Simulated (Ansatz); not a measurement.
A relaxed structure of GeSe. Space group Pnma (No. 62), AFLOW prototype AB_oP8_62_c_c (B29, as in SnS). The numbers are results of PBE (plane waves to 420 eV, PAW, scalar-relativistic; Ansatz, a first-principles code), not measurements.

```xyz
8
Lattice="11.2090 0.0000 0.0000 0.0000 3.8794 0.0000 0.0000 0.0000 4.5373" Properties=species:S:1:pos:R:3 pbc="T T T"
Ge     1.4249     0.9698     0.5496
Ge     4.1796     2.9095     2.8182
Ge     9.7841     2.9095     3.9877
Ge     7.0294     0.9698     1.7190
Se     9.5563     0.9698     2.2639
Se     7.2572     2.9095     4.5326
Se     1.6527     2.9095     2.2733
Se     3.9518     0.9698     0.0047
```

Estimate the band gap that PBE returns for this input.

0.94 eV, indirect (valence top at 60 % of the way from Γ to Z, conduction bottom at Γ) (no spin-orbit coupling).

Estimate the smallest direct gap that PBE returns for this input.

0.99 eV at Γ.

No spin polarisation in the result.

The run could not lose the symmetry of its start.
